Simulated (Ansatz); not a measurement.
**Yb8EuSi15: frames of a relaxation, Eu_Yb, charge +0, atoms relaxed at the host's cell**

All numbers are calculated (PBEsol, collinear spin, no spin-orbit coupling; Ansatz, PAW set soft_2, 420 eV, k-mesh 3×3×3), not measured.

Positions in Å and forces in eV/Å; free energies count from the last frame.

```
24
Lattice="-3.209 -5.559 -4.128 -3.209 5.559 -4.128 6.419 0.000 -4.128" Properties=species:S:1:pos:R:3:forces:R:3 pbc="T T T" step=1 dE=0.129eV
Si    3.209    1.853   -6.192   -0.033   -0.069   -0.033
Si   -0.054   -3.717   -6.187    0.418    0.147   -0.222
Si   -3.223    1.853   -6.259    0.002   -0.098    0.637
Si    0.056    3.749   -6.199   -0.493   -0.330    0.120
Si   -3.209   -1.853   -6.192   -0.049    0.020   -0.036
Si    3.146   -1.893   -6.212    0.821    0.249   -0.023
Si   -0.817    1.431   -6.188   -0.010    0.060    0.061
Si   -0.817    1.414   -2.064   -0.010   -0.008    0.015
Si    2.382   -4.145   -6.183   -0.148   -0.183   -0.086
Si    1.655   -0.043   -6.210   -0.110    0.566   -0.005
Si    1.646    0.020   -2.075   -0.134   -0.244    0.165
Si   -4.786    0.000   -6.192   -0.007   -0.018    0.032
Si    2.393    4.144   -6.192    0.271    0.018    0.035
Si   -0.824   -1.400   -6.166   -0.087    0.002   -0.263
Si   -0.823   -1.406   -2.029   -0.311   -0.076   -0.020
Eu    1.148   -2.038   -4.128    0.227    0.151    0.089
Yb   -2.040    3.533   -4.128    0.053   -0.034   -0.151
Yb    1.170   -2.026   -8.256   -0.163   -0.080   -0.059
Yb    1.170    2.026   -8.256    0.066   -0.060   -0.015
Yb    1.170    2.026   -4.128   -0.060   -0.008   -0.135
Yb   -2.040   -3.533   -4.128   -0.256   -0.041   -0.024
Yb   -2.339    0.000   -4.128   -0.056    0.039    0.008
Yb    4.079    0.000   -4.128    0.019    0.062   -0.115
Yb   -2.339    0.000   -8.256    0.051   -0.066    0.023
```

```
24
Lattice="-3.209 -5.559 -4.128 -3.209 5.559 -4.128 6.419 0.000 -4.128" Properties=species:S:1:pos:R:3:forces:R:3 pbc="T T T" step=2 dE=0.080eV
Si    3.221    1.868   -6.214   -0.067   -0.064   -0.009
Si   -0.018   -3.712   -6.227    0.121    0.139    0.169
Si   -3.239    1.835   -6.137    0.017    0.070   -0.333
Si    0.021    3.707   -6.165   -0.022    0.024   -0.040
Si   -3.221   -1.859   -6.213    0.030   -0.009    0.069
Si    3.202   -1.837   -6.231    0.243   -0.032    0.033
Si   -0.838    1.404   -6.143    0.063    0.055   -0.197
Si   -0.814    1.405   -2.080   -0.031    0.005   -0.028
Si    2.404   -4.113   -6.213   -0.281   -0.155    0.147
Si    1.658    0.012   -6.232   -0.039    0.037    0.037
Si    1.656    0.013   -2.033   -0.019   -0.006    0.034
Si   -4.804   -0.015   -6.165   -0.016    0.026   -0.140
Si    2.379    4.146   -6.190    0.172    0.006   -0.080
Si   -0.832   -1.409   -6.238   -0.022   -0.070    0.212
Si   -0.815   -1.411   -2.015   -0.133   -0.045   -0.162
Eu    1.214   -1.992   -4.101   -0.592   -0.345   -0.261
Yb   -2.026    3.525   -4.147   -0.104    0.077    0.187
Yb    1.134   -2.043   -8.273    0.246    0.107    0.086
Yb    1.159    2.018   -8.244   -0.088    0.091   -0.018
Yb    1.158    2.002   -4.157    0.094    0.042    0.203
Yb   -2.093   -3.555   -4.131    0.421    0.055   -0.019
Yb   -2.349   -0.013   -4.129    0.072   -0.070    0.003
Yb    4.086    0.014   -4.150   -0.004   -0.071    0.157
Yb   -2.330    0.007   -8.250   -0.058    0.133   -0.051
```

```
24
Lattice="-3.209 -5.559 -4.128 -3.209 5.559 -4.128 6.419 0.000 -4.128" Properties=species:S:1:pos:R:3:forces:R:3 pbc="T T T" step=4 dE=0.000eV
Si    3.217    1.862   -6.199    0.001   -0.004    0.004
Si   -0.012   -3.711   -6.220   -0.005   -0.001    0.003
Si   -3.225    1.838   -6.178    0.000    0.004    0.002
Si    0.014    3.709   -6.179   -0.002    0.002    0.002
Si   -3.227   -1.857   -6.199    0.004   -0.004    0.006
Si    3.215   -1.849   -6.220    0.002    0.004    0.003
Si   -0.818    1.410   -6.178    0.000    0.001   -0.009
Si   -0.815    1.407   -2.070   -0.002    0.000   -0.002
Si    2.383   -4.135   -6.192    0.005   -0.006   -0.025
Si    1.652    0.021   -6.211    0.005   -0.005   -0.009
Si    1.645    0.007   -2.041   -0.001   -0.003   -0.006
Si   -4.802   -0.007   -6.187    0.001    0.004   -0.010
Si    2.400    4.151   -6.186    0.000    0.001   -0.010
Si   -0.850   -1.424   -6.211    0.003   -0.005   -0.011
Si   -0.834   -1.425   -2.041    0.000    0.001   -0.004
Eu    1.164   -2.023   -4.133   -0.010    0.018    0.023
Yb   -2.044    3.534   -4.136    0.004   -0.007    0.006
Yb    1.164   -2.023   -8.253   -0.002    0.000    0.004
Yb    1.164    2.028   -8.255    0.001    0.000    0.002
Yb    1.168    2.022   -4.133   -0.006   -0.006    0.005
Yb   -2.051   -3.542   -4.133    0.004    0.007    0.009
Yb   -2.340   -0.004   -4.132    0.007    0.002    0.005
Yb    4.088    0.002   -4.133   -0.010   -0.001    0.009
Yb   -2.344    0.003   -8.256    0.000   -0.001    0.003
```

Caveats: 4f shell without a U, which puts 4f levels too near the Fermi level; open f or d shells may hold a state above the lowest.
